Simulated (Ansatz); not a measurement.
Na3Cl:
```cif
data_ClNa3
_chemical_formula_sum 'Na3 Cl1'
_space_group_name_H-M_alt 'P4/mmm'
_space_group_IT_number 123
_space_group_name_Hall '-P 4 2'
_cell_length_a 3.49859
_cell_length_b 3.49859
_cell_length_c 9.65033
_cell_angle_alpha 90.000
_cell_angle_beta 90.000
_cell_angle_gamma 90.000
loop_
_atom_site_label
_atom_site_type_symbol
_atom_site_symmetry_multiplicity
_atom_site_Wyckoff_symbol
_atom_site_fract_x
_atom_site_fract_y
_atom_site_fract_z
_atom_site_occupancy
Na1 Na 1 b 0.00000 0.00000 0.50000 1
Na2 Na 2 h 0.50000 0.50000 0.17335 1
Cl1 Cl 1 a 0.00000 0.00000 0.00000 1
```

Relaxed at zero pressure with DFT-r²SCAN in the program Ansatz with PAW potentials.

Task: The volume is lowered by 3 % and shape and atoms relax at that volume. What pressure results, and how do the axes share the change?

Result: 0.4 GPa; a -0.9 %, b -0.9 %, c -1.2 %; the energy rises by 1 meV/atom.

Task: Give the new structure.

Result: 
Space group P4/mmm (No. 123); a = b = 3.466 Å, c = 9.538 Å, α = β = γ = 90.00°

```csv
atom,site,symmetry,x,y,z
Na,1b,4/mmm,0.0000,0.0000,0.5000
Na,2h,4mm,0.5000,0.5000,0.1748
Cl,1a,4/mmm,0.0000,0.0000,0.0000
```

The phase is kept; no other phase was compared at this pressure.

The workflow started from a Materials Project entry (that database holds measured and hypothetical structures alike); the Crystallography Open Database copy checked does not list it. Whether it is the stable phase at ambient conditions was not checked. The cell was relaxed with r²SCAN under the symmetry of its start; its stability against distortions is not shown here.

Potentials: the later of the program's two PAW sets.
